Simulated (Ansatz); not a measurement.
# Find the missing element

Cell vectors (Å):

```
3.9922 0.0000 0.0000
0.0000 3.9922 0.0000
0.0000 0.0000 3.9922
```

```json
{"atom": "X", "a": "0.0000", "b": "0.0000", "c": "0.0000"}
{"atom": "Zn", "a": "0.5000", "b": "0.5000", "c": "0.5000"}
```

All numbers below come from PBEsol, all-electron LAPW in Ansatz 0.2.0, scalar-relativistic. k mesh 12×12×12, strains of ±0.003, Fermi-Dirac smearing of 0.080 eV.

Elastic constants of a crystal by Kohn-Sham DFT: slopes of the stress over finite engineering strains of the given cell, Voigt indices, Cartesian axes as in the cell vectors.

| index | elastic (GPa) |
| --- | --- |
| 11 | 39.6 |
| 12 | 16.9 |
| 44 | 19.9 |

Task: All X atoms are one element. Which one was computed?

Result: Ba; the crystal is BaZn (Pm-3m, a database entry that needn't be its stable phase).

Caveats: responses of metals move with mesh and smearing.
